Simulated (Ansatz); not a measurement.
**Notes on Co$_{4}$BiP**

```
Bi P Co
1.0
     6.03970   -0.51567    0.08619
    -0.99598    6.87280    0.05242
     0.95684   -0.51101    5.07690
Bi P Co
2 2 8
Cartesian
  1.5470 4.6106 4.9852
  5.9716 -0.5037 1.4383
  3.4014 -0.3494 1.5245
  1.9709 4.2884 1.9599
  4.5564 1.5167 2.7081
  3.9236 4.0713 0.1353
  5.5009 3.9665 2.7081
  5.3141 -0.1794 4.4564
  1.7634 1.8953 1.9417
  1.8167 -0.2098 3.3873
  5.7369 2.1306 0.6062
  2.7978 2.3334 4.2850
```

Level: PBE, no spin polarisation; 420 eV; 3×3×4 (shifted by 0.5, 0.5, 0.5 steps) mesh; fermi-dirac occupations (width 0.1 eV); Ansatz 0.2.0, fixed geometry.

Q: Give the Bader charges.

A: Bader charges in e: Co -0.05 to +0.12, Bi +0.26 to +0.36, P -0.43 to -0.37. In the mean Bi gives up most and P takes most.

Q: Which atom feels the largest force, and which way?

A: The largest is on Bi1: 3.49 eV/Å, components (0.22, -1.54, -3.12). It makes 122° with the line to a nearest neighbour, P4 at 2.61 Å.

Q: What is the formation energy?

A: 1.04 eV an atom against the elements' usual phases (free molecules for gases, crystals otherwise, with no correction for O₂ or N₂), so at this geometry it isn't bound against them. Relaxing would lower it.

Q: Is the cell too large or too small?

A: The pressure is -11.4 GPa (compression positive), so with the atoms held at these fractions the cell would first shrink; the forces are large, so a full relaxation may end otherwise. The principal stresses -15.8, -11.7, -6.6 GPa differ, so its shape would change too.

Q: What happens at the Fermi level?

A: It is a metal on this mesh, though the bands barely overlap, with about 33 states/eV a cell as the mean within 0.25 eV of the Fermi level, mostly Co d (92 %).

Origin: a disordered cell, so it need not be a known compound. Caveats: no spin polarisation, so a magnetic state may lie lower; the k mesh is coarse if the cell is a metal; atoms or cell far from equilibrium.
